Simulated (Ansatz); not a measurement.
ZnS (wurtzite, P6_3mc), the program Ansatz at the PBEsol level (PAW). The conduction-band minimum lies at Γ, with 1 equivalent valley. Second derivatives d²E/dk² of the lowest band at one valley (eV·Å²), along Cartesian directions:

```
direction  d²E/dk²
---------  -------
[100]        42.46
[010]        42.46
[001]        48.85
[110]        42.46
[101]        45.67
[011]        45.67
```

Task: Find the principal effective masses, the density-of-states mass and the conductivity mass.

Result: Off-diagonal terms follow from H_xy = H[110] − (H_xx + H_yy)/2, and m*/mₑ = 7.620 eV·Å² over each eigenvalue: 0.16, 0.18, 0.18. One valley's DOS mass (m₁m₂m₃)^(1/3) = 0.17, conductivity mass 3/(Σ 1/mᵢ) = 0.17 mₑ.

Task: What effective density of states Nc follows at 300 K for parabolic valleys?

Result: Nc = 2.509e19 × 1 × (0.17)^(3/2) ≈ 1.8e18 cm⁻³.

The cell was relaxed with PBEsol under the symmetry of its start.

Potentials: the later of the program's two PAW sets.

Edges and masses are those of Kohn–Sham bands, whose gap is no quasiparticle gap.
